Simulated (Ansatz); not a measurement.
An Ansatz (a first-principles code) run. Input:

Ansatz 0.2 input:
```yaml
crystal:
  lattice:
    - [8.2373111852, 0.0, 0.0]
    - [0.0, 3.6403879567, 0.0]
    - [0.0, 0.0, 5.8589569072]
  atoms:
    - { symbol: Ge, position: [0.5198317691, 0.25, 0.7582246064] }
    - { symbol: Ge, position: [0.0198317691, 0.25, 0.7417753936] }
    - { symbol: Ge, position: [0.4801682309, 0.75, 0.2417753936] }
    - { symbol: Ge, position: [0.9801682309, 0.75, 0.2582246064] }
    - { symbol: S, position: [0.8269353702, 0.25, 0.0787451024] }
    - { symbol: S, position: [0.3269353702, 0.25, 0.4212548976] }
    - { symbol: S, position: [0.1730646298, 0.75, 0.9212548976] }
    - { symbol: S, position: [0.6730646298, 0.75, 0.5787451024] }
kpoints:
  mp_grid: { grid: [4, 8, 5] }
basis: { xc_grid: 2, fft_grid_basis: typed }
hamiltonian:
  xc: pbe
  pseudopotentials: { kind: paw }
scf:
  occupations: { method: fixed }
checkpoint: { read: static.run }
output: { write_density: true, elf: true, volumetric_format: npy }
```

Output (shortened):

```
Pseudopotentials: kind: paw
Pseudopotential: Ge, paw, valence charge 14
Pseudopotential: S, paw, valence charge 6
Functional definition: PBE
Crystal: 8 atoms, lattice volume = 175.693 Å³
Basis set: ecut = 420 eV, 3397 PW (Γ), exchange–correlation on 120×50×80 points (8 copies of the dense FFT grid, shifted against one another)
Bands: 48, of which v1, the nominal top of the filled ones, is band 40 counted from 1 (39 counted from 0)
Symmetry: 8 space group operations
Space group: Pnma (ITA 62), of the structure as read, at distance tolerance 5.6e-5 Å
k-points: 45 of 160
Initial density: read from a saved state, or passed on in memory by an earlier SCF of this step, an earlier step, the calling program or the single point that …
Stability of the state it starts from, as read at its close in the unpolarized treatment …
Initial wavefunctions: pseudopotential atomic-orbital guess
Eigensolver: davidson
Functional: x = pbe(κ = 0.804, μ = 0.2195149727645171), c = pbe(β = 0.06672455060314922)
iter 1 solved again at ethr=1.98e-8 eV; its pass at ethr=3.10e-3 eV (dr2=1.58e-5 eV) is discarded
SCF iter   1: F=—  HF=-20790.100370 eV  |F-HF|=—  |Δ(HF+E_count)|=         —  Δρ=1.22e-7  dr2=2.47e-11  ethr=1.98e-8  ⟨swp⟩=3.8  Hψ=12987  notcnv=0  defer=261
all-band conjugate gradients solve this SCF's bands
preconditioner: auto → Resta (q_TF=auto, 2.393 Å⁻¹)
SCF iter   2: F=-20790.100370 eV  HF=-20790.100370 eV  |F-HF|=0.00e0  |Δ(HF+E_count)|=   3.22e-9  Δρ=7.17e-8  dr2=1.11e-11  ethr=1.00e-12  ⟨swp⟩=9.6  Hψ=8454  notcnv=0
SCF 1 converged in 2 iterations: F = -20790.100370 eV  dr2 = 1.11e-11
SCF converged after 2 iterations
Free energy (F): -20790.100370 eV
Harris-Foulkes:  -20790.100370 eV  (|F-HF|=0.00e0)
Internal energy: -20790.100370 eV  (E = F + TS)
E sigma→0 (E₀):  -20790.100370 eV
Fermi energy:    6.979718 eV
--- Per-component energies (eV) ---
  E_band       = -662.219767
  E_kinetic    = 860.986945
  E_local      = -10629.362593  (includes V_loc(G=0)·N_el)
  E_nonlocal   = 1771.125099
  E_hartree    = 4586.679456
  E_xc         = -687.768525
  E_vxc        = -603.237627  (∫ρ·V_xc dr)
  E_paw        = -10460.964959  (= ΣΔE_a)
  E_vpaw       = -1235.091850  (= ΣTr[D̂ρ^β])
  E_aug_tail   = 0.001267  (compensation charges beyond the density's cutoff)
  E_ewald      = -6230.797060
  E_smearing   =  0.000000  (= −TS)
  E_closure    = 0.000000  (closes the sum)
  Σ components = -20790.100370   (vs F -20790.100370, Δ=0.00e0)
  [band-id]    e_kinetic+e_local+e_nonlocal+2·e_hartree+e_vxc+e_vpaw+e_augmentation_tail = -662.219846   (vs E_band -662.219767, Δ=-7.89e-5)
--- Band table (eV; the first three rows and the last of 45) ---
  k-point 0: bands = ["-17.7200", "-17.7173", "-17.7099", "-17.7077", "-17.7007", "-17.6995", "-17.6989", "-17.6982", "-17.6740", "-17.6736", "-17.6733", "-17.6716", "-17.6701", "-17.6673", "-17.6494", "-17.6493", "-17.6487", "-17.6475", "-17.6458", "-17.6454", "-7.5810", "-6.8447", "-6.1597", "-5.4873", "-1.0655", "-1.0126", "-0.3606", "0.8873", "1.8365", "2.0041", "3.5667", "4.2384", "4.2930", "4.7434", "4.7616", "4.8257", "5.2604", "5.4259", "6.2973", "6.9797", "8.9117", "9.0057", "9.1618", "9.9841", "10.3676", "10.5962", "10.6512", "10.9039"]
  k-point 1: bands = ["-17.7192", "-17.7169", "-17.7099", "-17.7080", "-17.7004", "-17.6995", "-17.6987", "-17.6981", "-17.6732", "-17.6718", "-17.6718", "-17.6715", "-17.6696", "-17.6673", "-17.6518", "-17.6517", "-17.6489", "-17.6479", "-17.6461", "-17.6457", "-7.5049", "-6.8992", "-6.1074", "-5.5752", "-1.6501", "-0.8923", "-0.1640", "1.0155", "1.9497", "2.6970", "3.6416", "3.9902", "4.1980", "4.4270", "4.8542", "5.1912", "5.3228", "5.3277", "6.5829", "6.6209", "8.4081", "8.7783", "9.1033", "9.6315", "10.0253", "10.2291", "10.3727", "10.5999"]
  k-point 2: bands = ["-17.7175", "-17.7165", "-17.7098", "-17.7089", "-17.6999", "-17.6995", "-17.6985", "-17.6982", "-17.6727", "-17.6721", "-17.6685", "-17.6676", "-17.6662", "-17.6659", "-17.6578", "-17.6576", "-17.6491", "-17.6487", "-17.6466", "-17.6465", "-7.3050", "-7.0674", "-5.9653", "-5.7693", "-1.8336", "-1.5504", "0.6303", "0.9957", "2.3421", "2.9936", "3.8356", "4.0566", "4.4011", "4.6824", "4.9325", "5.0516", "5.3043", "5.5046", "5.9708", "6.2824", "7.8288", "8.3764", "9.0173", "9.1847", "9.8419", "10.0594", "10.0925", "10.1595"]
  k-point 44: bands = ["-17.7072", "-17.7072", "-17.7072", "-17.7072", "-17.6998", "-17.6998", "-17.6998", "-17.6998", "-17.6812", "-17.6812", "-17.6812", "-17.6812", "-17.6607", "-17.6607", "-17.6607", "-17.6607", "-17.6394", "-17.6394", "-17.6394", "-17.6394", "-5.7508", "-5.7508", "-5.7508", "-5.7508", "-1.3362", "-1.3362", "-1.3362", "-1.3362", "2.6135", "2.6135", "2.6135", "2.6135", "3.6848", "3.6848", "3.6848", "3.6848", "5.3842", "5.3842", "5.3842", "5.3842", "9.4581", "9.4581", "9.4581", "9.4581", "10.4969", "10.4969", "10.4969", "10.4969"]
  band table: 48 of 48 bands, residual norms ≤ 1.0e-3 eV
```

Cost: roughly 15 core-seconds on shared cores.

The cell was relaxed with PBE under the symmetry of its start. The volume moved by 57 % from the start of the relaxation. Scalar-relativistic: spin–orbit coupling is off unless named, which matters more the heavier the elements.

Potentials: the later of the program's two PAW sets.

Ansatz is a plane-wave DFT program.
